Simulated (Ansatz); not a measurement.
Tl2HfF6, vacancy-ordered double perovskite at its r2SCAN geometry, run in Ansatz 0.2.0 at 2 levels of theory. No spin polarisation. The prototype was imposed, so other structures may be more stable.

The r2SCAN input:
```yaml
crystal:
  lattice:
    - [0.0, 4.369698173, 4.369698173]
    - [4.369698173, 0.0, 4.369698173]
    - [4.369698173, 4.369698173, 0.0]
  atoms:
    - { symbol: Tl, position: [0.25, 0.25, 0.25] }
    - { symbol: Tl, position: [0.75, 0.75, 0.75] }
    - { symbol: Hf, position: [0.0, 0.0, 0.0] }
    - { symbol: F, position: [0.2286842714, 0.7713157286, 0.7713157286] }
    - { symbol: F, position: [0.2286842714, 0.7713157286, 0.2286842714] }
    - { symbol: F, position: [0.7713157286, 0.2286842714, 0.7713157286] }
    - { symbol: F, position: [0.7713157286, 0.2286842714, 0.2286842714] }
    - { symbol: F, position: [0.7713157286, 0.7713157286, 0.2286842714] }
    - { symbol: F, position: [0.2286842714, 0.2286842714, 0.7713157286] }
kpoints:
  mp_grid: { grid: [6, 6, 6] }
  band_path:
    path:
      - [0.0, 0.0, 0.0]
      - [0.5, 0.0, 0.5]
      - [0.625, 0.25, 0.625]
      - [0.375, 0.375, 0.75]
      - [0.5, 0.5, 0.5]
      - [0.5, 0.25, 0.75]
      - [0.0, 0.5, 0.5]
    npoints: 1
hamiltonian:
  xc: r2scan
scf:
  occupations: { method: fixed }
  n_extra_bands: 6
output:
  forces: true
  stress: true
  eigenvalues: true
```

Main results, then, where recorded, the levels near the gap in eV from the Fermi energy (columns number the bands from 0), one row a point of the path (Γ, X, U, K, L, W, X):
```
Crystal: 9 atoms, lattice volume = 166.872 Å³
Symmetry: 48 space group operations
Space group: Fm-3m (ITA 225)
```
```
Basis set: ecut = 500 eV, 4279 PW (Γ)
k-points: 16 of 216
SCF converged after 8 iterations
Free energy (F): -43519.387702 eV
Fermi energy:    2.963067 eV
--- Forces (eV/Å), atoms counted from 1 ---
  atom   1  Tl      0.00000      0.00000      0.00000
  atom   2  Tl      0.00000      0.00000      0.00000
  atom   3  Hf      0.00000      0.00000      0.00000
  atom   4  F     -0.00184      0.00000      0.00000
  atom   5  F       0.00000      0.00184      0.00000
  atom   6  F       0.00000    -0.00184      0.00000
  atom   7  F       0.00184      0.00000      0.00000
  atom   8  F       0.00000      0.00000    -0.00184
  atom   9  F       0.00000      0.00000      0.00184
--- Stress (GPa, compression-positive) ---
        0.037296       0.000000       0.000000
        0.000000       0.037296       0.000000
        0.000000       0.000000       0.037296
  P = ⅓ Tr σ = 0.0373 GPa (0.373 kbar)
```
```tsv
band_43	band_44	band_45	band_46	band_47	band_48	band_49
-1.233	-1.233	-1.233	-1.216	7.427	7.427	7.427
-1.422	-1.217	-0.230	0.000	5.277	6.456	6.456
-1.413	-1.268	-0.190	-0.063	5.563	6.375	6.668
-1.413	-1.268	-0.190	-0.063	5.563	6.375	6.668
-1.365	-1.329	-0.607	-0.198	6.384	6.791	7.356
-1.324	-1.324	-0.098	-0.098	5.690	5.963	7.095
-1.422	-1.217	-0.230	0.000	5.277	6.456	6.456
```

The r2SCAN gap is direct at X: 5.28 eV.

HSE06. Against the first input these blocks differ (the band path and keys that only write files left aside):
```yaml
kpoints:
  mp_grid: { grid: [4, 4, 4] }
hamiltonian:
  xc: hse06
```

```
Basis set: ecut = 420 eV, 3287 PW (Γ)
k-points: 8 of 64
Exchange kernel: α = 0.2500, screened, ω = 0.2079 Å⁻¹, Wigner–Seitz truncation, v(0) = 1046.7407 eV·Å³, q-mesh 4×4×4
hybrid outer 1: dexx = +3.877e-2 eV, tail = 1.31e-3 eV
hybrid outer 2: dexx = +3.267e-6 eV, tail = 1.67e-7 eV, Δε = 8.34e-3 eV, ΔF = 1.63e-2 eV/Å
hybrid outer 3: dexx = +2.625e-9 eV, tail = 1.89e-9 eV, Δε = 1.72e-4 eV, ΔF = 1.34e-4 eV/Å
hybrid SCF converged: 3 outer / 15 inner (+3 warm-up)
Free energy (F): -43475.359092 eV
Fermi energy:    2.494835 eV
--- Forces (eV/Å), atoms counted from 1 ---
  atom   1  Tl      0.00000      0.00000      0.00000
  atom   2  Tl      0.00000      0.00000      0.00000
  atom   3  Hf      0.00000      0.00000      0.00000
  atom   4  F       0.08689      0.00000      0.00000
  atom   5  F       0.00000    -0.08689      0.00000
  atom   6  F       0.00000      0.08689      0.00000
  atom   7  F     -0.08689      0.00000      0.00000
  atom   8  F       0.00000      0.00000      0.08689
  atom   9  F       0.00000      0.00000    -0.08689
--- Stress (GPa, compression-positive) ---
        1.433117       0.000000       0.000000
        0.000000       1.433117       0.000000
        0.000000       0.000000       1.433117
  P = ⅓ Tr σ = 1.4331 GPa (14.331 kbar)
```
```tsv
band_43	band_44	band_45	band_46	band_47	band_48	band_49
-1.770	-1.770	-1.770	-0.995	8.288	8.288	8.288
-1.981	-1.754	-0.105	0.000	6.029	7.249	7.249
-1.970	-1.809	-0.112	-0.039	6.321	7.167	7.469
-1.970	-1.809	-0.112	-0.039	6.321	7.167	7.469
-1.907	-1.871	-0.519	-0.190	7.193	7.586	8.267
-1.867	-1.867	-0.049	-0.049	6.450	6.738	7.969
-1.981	-1.754	-0.105	0.000	6.029	7.249	7.249
```

HSE06 gives a direct gap of 6.03 eV at X. With the atoms held, the mean pressure is +1.4 GPa (compression positive). The stress of a hybrid is loosely converged here.

Small level splittings and stresses of the hybrids carry the error of their coarser meshes.

Totals of different functionals can't be compared.

No spin-orbit coupling is included; it can move band edges with weight on the heavy atoms by tenths of an eV.

The meshes of the hybrids are coarse, so their gaps aren't converged to the digits shown.
